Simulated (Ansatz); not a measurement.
MoPd (rock salt, Fm-3m), the program Ansatz at the r²SCAN level (PAW), all energies at zero smearing, with the estimated change up to a 700 eV cutoff added, with one set of potentials and settings (totals compare only within such a set). Cell of 2 atoms (1 Pd, 1 Mo): -11951.040 eV.

```
element             reference phase  E (eV/atom)
-------  --------------------------  -----------
Pd       Fm-3m, 1 atoms in the cell   -6985.7628
Mo       Im-3m, 1 atoms in the cell   -4967.6249
```

Formation energy per atom, worked out: (-11951.040 − 1×(-6985.7628) − 1×(-4967.6249))/2 = 1.174 eV/atom (113 kJ per mol of atoms), at 0 K, without zero-point energy or fitted corrections.

The start of the workflow was typed in or built on a structure type; neither database checked (COD, Materials Project) lists it. Whether it is the stable phase at ambient conditions was not checked. Symmetry was held in the r²SCAN relaxation. At this level the phase is mechanically unstable. No spin polarisation was allowed. The volume moved by 15 % from the start of the relaxation. Its formation energy is positive at this level, so the cell may be metastable or incomplete. The references are the lowest solids computed at this level, not always the standard phases.

Potentials: the earlier of the program's two PAW sets.
